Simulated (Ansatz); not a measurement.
AlAg₃Bi, a known structure type with other elements, at an estimated volume

```
Bi Ag Al
1.0
     3.08689    5.34665    0.00000
    -3.08689    5.34665    0.00000
     0.00000   -3.56443    5.12748
Bi Ag Al
2 6 2
Direct
  0.00000 0.00000 0.00000
  0.50000 0.50000 0.50000
  0.49070 0.43540 0.87430
  0.94820 0.49070 0.87430
  0.43540 0.94820 0.87430
  0.44820 0.93540 0.37430
  0.93540 0.99070 0.37430
  0.99070 0.44820 0.37430
  0.22220 0.22220 0.66660
  0.72220 0.72220 0.16660
```

The numbers come from plane-wave PAW DFT (Ansatz): r2SCAN, no spin polarisation, 500 eV, 7×7×7 Γ-centred k points, fermi-dirac occupations (width 0.1 eV). Nothing was relaxed.

Task: What does the stress say?

Result: The pressure is 49.1 GPa (compression positive), so with the atoms held at these fractions the cell would first expand; the forces are large, so a full relaxation may end otherwise. The principal stresses 47.6, 47.6, 52.2 GPa differ, so its shape would change too.

Task: Which element gives electrons and which takes them?

Result: Bader charges in e: Al +1.96, Ag -0.79, Bi +0.40. In the mean Al gives up most and Ag takes most.

Task: Where is the largest force?

Result: The largest is on Bi1 (and as large on other atoms): 4.60 eV/Å, components (0.00, 0.00, -4.60). It makes 138° with the line to a nearest neighbour, Ag6 at 2.59 Å, pointing away from it.

Task: Metal or insulator?

Result: It is a metal, with about 2.5 states/eV a cell as the mean within 0.25 eV of the Fermi level, mostly Al p (31 %), Bi p (28 %) and Ag s (14 %).

Origin: a known structure type with other elements, at an estimated volume, so it need not be a known compound. Caveats: atoms or cell far from equilibrium.
